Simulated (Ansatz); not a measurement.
Relaxed-ion elastic tensor of BeS (wurtzite, P6_3mc) in GPa (Voigt order), the program Ansatz at the r²SCAN level (PAW); density 2.36 g/cm³, 14.45 Å³ per atom.

```
 196  55.5  36.3   0.0   0.0   0.0
55.5   196  36.3   0.0   0.0   0.0
36.3  36.3   226   0.0   0.0   0.0
 0.0   0.0   0.0  58.2   0.0   0.0
 0.0   0.0   0.0   0.0  58.2   0.0
 0.0   0.0   0.0   0.0   0.0  70.3
```

Q: Is the crystal mechanically stable?

A: Yes: the smallest eigenvalue of C is 58.2 GPa.

Q: Work out the Voigt, Reuss and Hill averages.

A: K_V = 97.1, K_R = 97.1, K_H = 97.1; G_V = 70.0, G_R = 67.9, G_H = 69.0 GPa.

Q: Give Young's modulus, Poisson's ratio, Pugh's ratio and the universal anisotropy index.

A: E = 9KG/(3K + G) = 167 GPa; ν = 0.21; K/G = 1.41 (brittle by the Pugh limit of 1.75); A_U = 5G_V/G_R + K_V/K_R − 6 = 0.15.

Q: Estimate the sound speeds and the Debye temperature.

A: v_l = √((K + 4G/3)/ρ) = 8950 m/s, v_t = √(G/ρ) = 5410 m/s, mean 5980 m/s; Θ = (h/k)(3n/4πV)^(1/3) v_m = 731 K.

Q: Solve the Christoffel equation for the three sound speeds along x, y, z.

A: Eigenvalues of C_ijkl n_j n_l equal ρv² (piezoelectric stiffening left out). In km/s, slowest first: x 4.96, 5.46, 9.12; y 4.96, 5.46, 9.12; z 4.96, 4.96, 9.79.

Q: How much does each axis shrink under pressure?

A: Linear compressibilities β_i = Σ_j S_ij (j = 1 to 3): x 3.5, y 3.5, z 3.3 per TPa.

The start of the workflow was typed in or built on a structure type; neither database checked (COD, Materials Project) lists it. COD files the formula under space group No. 216, so this cell is another polymorph or a model. Whether it is the stable phase at ambient conditions was not checked. The r²SCAN relaxation kept the symmetry of its start; whether a distortion lowers the energy is not shown.

Potentials: the later of the program's two PAW sets.
